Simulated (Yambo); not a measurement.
G0W0@PBEsol for Na₃MoO₃F₃ (space group R3, No. 146) in Yambo. Reference settings: 2×2×2 Γ-centred k mesh, bands 5 to 203 and a 7 Ry block in the screening, 203 bands in G with the Bruneval-Gonze terminator, plasmon pole fitted at 27.2 eV. The PBEsol gap L → Z on this mesh is 4.09 eV; G0W0 gaps are taken between the same points.

The settings were changed. The gap went from 7.23 eV to 7.10 eV, and the shift of the valence edge from -1.22 eV to -0.92 eV.

Question: What was changed between the two runs?
A) 88 bands in G, no terminator
B) no random integration
C) 3 Ry block
D) 105 bands in W

Answer: B, no random integration. The others gave (gap, valence shift): 105 bands in W: 7.31, -1.13 eV; 3 Ry block: 7.43, -1.27 eV; 88 bands in G, no terminator: 7.47, -0.62 eV.

Spin-orbit coupling is not included.

Geometry of the Materials Project entry, not relaxed at this level; primitive cell a = b = c = 5.8061 Å, α = β = γ = 57.29°.

A shift is the quasiparticle energy of the state minus its PBEsol energy.
